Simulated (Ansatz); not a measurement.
TiBr₂:
```xyz
6
Lattice="3.8113 0.0000 0.0000 0.0000 6.5979 0.0000 0.0000 0.0000 32.0000" Properties=species:S:1:pos:R:3 pbc="T T F"
Br     0.0000     4.3830    17.5379
Br     1.9056     5.5138    14.4621
Ti     0.0000     0.0000    16.0000
Br     1.9056     1.0841    17.5379
Br     0.0000     2.2149    14.4621
Ti     1.9056     3.2989    16.0000
```
The run is spin-polarised; directions of the spins, atom by atom: 0 0 ↑ 0 0 ↓.
Free-standing layer in the xy plane with vacuum along z and no interaction between images.

In-plane strain on the r²SCAN+D4-relaxed layer, atoms relaxed; the program Ansatz at the r²SCAN+D4 level (PAW). Band edges on the k-mesh, from the upper vacuum level. Strained cells keep their symmetry and size, so buckling under compression is not allowed; words on stability below refer to the unstrained layer.

| strain x / y (%) | ΔE (meV/atom) | tension xx (N/m) | tension yy (N/m) | thickness (Å) | VBM (eV) | CBM (eV) |
|---|---|---|---|---|---|---|
| -2 / -2 | 3.8 | -0.80 | -0.75 | 3.14 | -4.36 | -3.62 |
| -1 / 0 | 0.4 | -0.33 | -0.04 | 3.09 | -4.41 | -3.60 |
| 0 / 0 | 0.0 | 0.00 | 0.00 | 3.08 | -4.43 | -3.58 |
| 1 / 0 | 0.4 | 0.30 | 0.05 | 3.06 | -4.45 | -3.56 |
| 2 / 2 | 3.6 | 0.66 | 0.64 | 3.01 | -4.51 | -3.56 |

Space group C2/m. The layer was cut from a bulk entry of the Crystallography Open Database; whether that bulk phase is the ambient one, and whether the layer has been isolated, was not checked. The r²SCAN+D4 relaxation kept the symmetry of its start, as lowered by the spin order; whether a distortion lowers the energy is not shown. Magnetic state: antiferromagnetic, chosen from 2 collinear starts compared on coarse meshes (ties went to the first, and starts can fall back to one state), not a proven ground state. Other orbital occupations within this spin state were not tried. No Hubbard U is applied. Spin–orbit coupling is left out wherever it is not named.

Potentials: the later of the program's two PAW sets.

Edges and masses are those of Kohn–Sham bands, whose gap is no quasiparticle gap.
